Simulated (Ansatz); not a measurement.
Values for one crystal, relaxed and computed with the program Ansatz at the PBE level (PAW); other levels are named.

| Quantity | Value |
|---|---|
| Volume per atom | 6.01 Å³ |
| Electronic character | metallic (no gap) |
| Density of states at the Fermi level | 0.13 states/eV per atom (mean over ±0.08 eV) |
| Pressure derivative B′ | 3.7 |
| Bulk modulus (Birch–Murnaghan fit) | 375 GPa |
| Formation energy from the elements (no fitted shifts) | 0.26 eV/atom |

Problem. Pick the material that matches.
A. BC5, P3m1 (Pearson symbol hP6)
B. HfTe, CsCl type
C. TiC, rock salt
D. GaSb, zinc blende

Solution. A, BC5, P3m1 (Pearson symbol hP6)

The start of the workflow was typed in or built on a structure type; the Crystallography Open Database copy checked does not list it. Whether it is the stable phase at ambient conditions was not checked. The PBE relaxation kept the symmetry of its start; its stability against distortions is not shown here. Its formation energy is positive at this level, so the cell may be metastable or incomplete. The references are the lowest solids computed at this level, not always the standard phases.

Potentials: the earlier of the program's two PAW sets.
